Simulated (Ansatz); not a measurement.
This is a relaxation of cell and atoms with Ansatz on AlB3P4 as one 8-atom ordering (R3m) on the zincblende lattice; the level of theory is PBE. The starting cell was estimated from covalent radii.

Input (YAML):
```yaml
crystal:
  lattice:
    - [1.616112095, 0.9330627531, 10.5564]
    - [-1.616112095, 0.9330627531, 10.5564]
    - [0.0, -1.8661255062, 10.5564]
  atoms:
    - { symbol: B, position: [1.0, 0.0, 0.0] }
    - { symbol: B, position: [0.25, 0.25, 0.25] }
    - { symbol: B, position: [0.5, 0.5, 0.5] }
    - { symbol: Al, position: [0.75, 0.75, 0.75] }
    - { symbol: P, position: [0.3125, 0.3125, 0.3125] }
    - { symbol: P, position: [0.5625, 0.5625, 0.5625] }
    - { symbol: P, position: [0.8125, 0.8125, 0.8125] }
    - { symbol: P, position: [0.0625, 0.0625, 0.0625] }
kpoints:
  mp_grid: { grid: [8, 8, 8] }
hamiltonian:
  xc: pbe
scf:
  occupations: { method: fermi_dirac, width: 0.02 }
relax:
  f_tol: 0.005
  cell: {}
```

Run as `ansatz run input.yaml --threads 4 --pin off --max-ram 6451MiB --backend cpu --events-out ev --progress --plain --runs-dir out`. Wall time 63 s on 4 threads of Intel(R) Xeon(R) Processor @ 2.50GHz (Skylake/Cascade Lake), with other jobs on the host, load about 0.9 per core; peak host memory 0.52 GiB.

The log, with set-up remarks and timings taken out:
```
Functional definition: PBE
Crystal: 8 atoms, lattice volume = 95.510 Å³
Basis set: ecut = 420 eV, 1889 PW (Γ), FFT grids on a1−a3, a2−a3, a3
Bands: 24, of which v1, the nominal top of the filled ones, is band 16 counted from 1 (15 counted from 0)
Symmetry: 6 space group operations
Space group: R3m (ITA 160)
k-points: 65 of 512 (time reversal used)
preconditioner: auto → none  [σ=0.020 eV  ℏωp=21.5 eV]
relax step 1: F+E_penalty+E_count = -4026.54937610 eV  max|allowed force component| = 7.342e0 eV/Å  Δτ_max = 0.0000 Å  P = +34.390 GPa  Ω = 95.510 Å³
relax step 2: F+E_penalty+E_count = -4029.53101122 eV  max|allowed force component| = 2.411e0 eV/Å  Δτ_max = 0.1998 Å  P = +10.500 GPa  Ω = 104.149 Å³
relax step 3: F+E_penalty+E_count = -4030.01986971 eV  max|allowed force component| = 8.062e-1 eV/Å  Δτ_max = 0.1384 Å  P = +0.760 GPa  Ω = 108.786 Å³
relax step 4: F+E_penalty+E_count = -4030.05797187 eV  max|allowed force component| = 3.846e-1 eV/Å  Δτ_max = 0.0242 Å  P = +0.591 GPa  Ω = 109.189 Å³
relax step 5: F+E_penalty+E_count = -4030.06532528 eV  max|allowed force component| = 8.987e-2 eV/Å  Δτ_max = 0.0218 Å  P = -0.149 GPa  Ω = 109.938 Å³
relax step 6: F+E_penalty+E_count = -4030.06625094 eV  max|allowed force component| = 8.578e-3 eV/Å  Δτ_max = 0.0058 Å  P = +0.032 GPa  Ω = 109.812 Å³
relax step 7: F+E_penalty+E_count = -4030.06624707 eV  max|allowed force component| = 6.888e-3 eV/Å  Δτ_max = 0.0007 Å  P = +0.009 GPa  Ω = 109.848 Å³
relax step 8: F+E_penalty+E_count = -4030.06623582 eV  max|allowed force component| = 2.309e-3 eV/Å  Δτ_max = 0.0004 Å  P = -0.010 GPa  Ω = 109.871 Å³
relax step 9: F+E_penalty+E_count = -4030.08591039 eV  max|allowed force component| = 2.159e-3 eV/Å  Δτ_max = 0.0000 Å  P = +0.217 GPa  Ω = 109.871 Å³  (SCF on a basis re-selected at this cell)
relax step 10: F+E_penalty+E_count = -4030.08594458 eV  max|allowed force component| = 3.083e-3 eV/Å  Δτ_max = 0.0009 Å  P = +0.002 GPa  Ω = 110.056 Å³
relax step 11: F+E_penalty+E_count = -4030.08605305 eV  max|allowed force component| = 3.096e-3 eV/Å  Δτ_max = 0.0000 Å  P = +0.003 GPa  Ω = 110.056 Å³  (SCF on a basis re-selected at this cell)
SCF converged after 5 iterations
Free energy (F): -4030.086053 eV
Internal energy: -4030.084456 eV  (E = F + TS)
E sigma→0 (E₀):  -4030.085254 eV
Entropy (-TS):   -0.001597 eV (-0.200 meV/atom)
Fermi energy:    9.090373 eV
--- Per-component energies (eV) ---
  E_band       = 64.602962
  E_kinetic    = 452.675516
  E_local      = -366.073940
  E_nonlocal   = 180.072215
  E_hartree    = 114.485568
  E_xc         = -384.099786
  E_vxc        = -389.029940
  E_paw        = -2980.837982
  E_vpaw       = -42.012019
  E_ewald      = -1046.306048
  E_smearing   = -0.001597
--- Forces (eV/Å), atoms counted from 1 ---
  atom   1  B       0.00000      0.00000      0.00174
  atom   2  B       0.00000      0.00000    -0.00002
  atom   3  B       0.00000      0.00000      0.00157
  atom   4  Al      0.00000      0.00000      0.00051
  atom   5  P       0.00000      0.00000    -0.00310
  atom   6  P       0.00000      0.00000    -0.00252
  atom   7  P       0.00000      0.00000      0.00153
  atom   8  P       0.00000      0.00000      0.00027
--- Stress (GPa, compression-positive) ---
        0.008718       0.000000       0.000000
        0.000000       0.008718       0.000000
        0.000000       0.000000      -0.009835
  P = ⅓ Tr σ = 0.0025 GPa (0.025 kbar)
--- Relaxed structure (9 steps of the walk, 9 accepted, 2 SCFs on fresh bases) ---
  F+E_penalty+E_count = -4030.08605305 eV   max|allowed force component| = 3.096e-3 eV/Å
  cell:  # Å, volume = 110.0562 Å³
    - [1.674919, 0.967015, 11.324955]
    - [-1.674919, 0.967015, 11.324955]
    - [0.000000, -1.934029, 11.324955]
  atoms:
    - { symbol: B, position: [0.993637, -0.006363, -0.006363] }
    - { symbol: B, position: [0.250512, 0.250512, 0.250512] }
    - { symbol: B, position: [0.507094, 0.507094, 0.507094] }
    - { symbol: Al, position: [0.751440, 0.751440, 0.751440] }
    - { symbol: P, position: [0.308603, 0.308603, 0.308603] }
    - { symbol: P, position: [0.565217, 0.565217, 0.565217] }
    - { symbol: P, position: [0.821750, 0.821750, 0.821750] }
    - { symbol: P, position: [0.051747, 0.051747, 0.051747] }
```

The walk took 9 steps and changed the volume by +15.2 %. The last SCF, on a fresh basis, lies 442 meV an atom below the first. Final cell: it is trigonal, R3m (No. 160); a = 3.350 Å, c = 33.975 Å in the conventional setting, 13.76 Å³ an atom. B is surrounded by 4 P at 1.97–2.03 Å; B is surrounded by 4 P at 1.97–2.04 Å; Al is surrounded by 4 P at 2.24–2.39 Å; P is surrounded by 4 B at 1.97–2.03 Å; P is surrounded by 3 B at 2.04 Å and 1 Al at 2.39 Å; P is surrounded by 1 B at 1.97 Å and 3 Al at 2.24 Å.

No spin polarisation. The prototype was imposed, so other structures may be more stable.

Overlapping bands make a metal at that level, for which these meshes are coarse; small forces, stresses and energy differences are uncertain. A small overlap in a semilocal functional can be an artefact that a hybrid or GW lifts.
